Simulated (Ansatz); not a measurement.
# Structure optimisation: iron, dhcp

Computed with DFT, PBEsol, plane waves (420 eV) with PAW, scalar-relativistic (Ansatz 0.2.0). The PAW files were generated under PBE, with cores re-solved for the functional.

k-point mesh 14×14×4, Fermi-Dirac smearing 0.1 eV, no spin polarisation. Cell and atoms relax.

Starting structure:

```cif
data_structure
_symmetry_space_group_name_H-M 'P 1'
_symmetry_Int_Tables_number 1
_cell_length_a 2.5538
_cell_length_b 2.5538
_cell_length_c 8.3406
_cell_angle_alpha 90.000
_cell_angle_beta 90.000
_cell_angle_gamma 120.000
_cell_volume 47.11
loop_
_atom_site_label
_atom_site_type_symbol
_atom_site_fract_x
_atom_site_fract_y
_atom_site_fract_z
_atom_site_occupancy
Fe1 Fe 0.00000 0.00000 0.00000 1
Fe2 Fe 0.00000 0.00000 0.50000 1
Fe3 Fe 0.33333 0.66667 0.25000 1
Fe4 Fe 0.66667 0.33333 0.75000 1
```

Q: What cell does the relaxation end in?

A: P6_3/mmc with a = 2.419 Å, c = 7.788 Å (c/a = 3.219); 9.87 Å³ per atom against 11.78 at the start (-16.2 %).

Q: How much energy does the relaxation gain?

A: 264.2 meV per atom.

Spin polarisation is off here; a magnetic state may lie lower.
